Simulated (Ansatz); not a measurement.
BiBN₂:
```yaml
crystal:
  lattice:
    - [3.03083, 0.00000, 0.00000]
    - [-1.51542, 2.62478, 0.00000]
    - [0.00000, 0.00000, 6.13936]
  atoms:
    - { symbol: Bi, position: [0.33333, 0.66667, 0.00574] }
    - { symbol: N, position: [0.33333, 0.66667, 0.46229] }
    - { symbol: B, position: [0.66667, 0.33333, 0.52712] }
    - { symbol: N, position: [0.66667, 0.33333, 0.77485] }
```

Relaxed with PBE. Special points in fractions of this cell's reciprocal vectors: Γ (0.000, 0.000, 0.000); M (0.500, 0.000, 0.000); K (0.333, 0.333, 0.000); A (0.000, 0.000, 0.500); L (0.500, 0.000, 0.500); H (0.333, 0.333, 0.500).

### Question
List the band energies nearest the Fermi level at these points for PBE in the plane-wave PAW code Ansatz.

### Answer
In eV from the Fermi level; about four levels below and three above (degenerate sets whole), none deeper than 8.9 eV; points with the same levels are listed once.

| k | below | above |
|---|---|---|
| Γ | -2.17 -2.17 -1.91 -0.40 -0.40 | 3.86 4.27 7.12 7.12 |
| M | -3.98 -3.81 -1.45 -0.96 | 0.61 3.74 5.24 |
| K | -4.88 -4.26 -3.97 -0.09 | 0.93 1.36 6.20 |
| A | -2.13 -2.13 -0.47 -0.47 0.00 | 2.62 4.29 7.28 7.28 |
| L | -3.12 -1.84 -1.65 -0.36 | 4.45 5.57 5.61 |
| H | -4.84 -4.29 -2.26 -1.17 | 0.55 0.55 6.79 |

Space group P3m1. The start of the workflow was typed in or built on a structure type; neither database checked (COD, Materials Project) lists it. Whether it is the stable phase at ambient conditions was not checked. The PBE relaxation kept the symmetry of its start; whether a distortion lowers the energy is not shown. The volume moved by 19 % from the start of the relaxation. Its formation energy is positive at this level, so the cell may be metastable or incomplete. Scalar-relativistic: spin–orbit coupling is off unless named, which matters more the heavier the elements.

Potentials: the earlier of the program's two PAW sets.
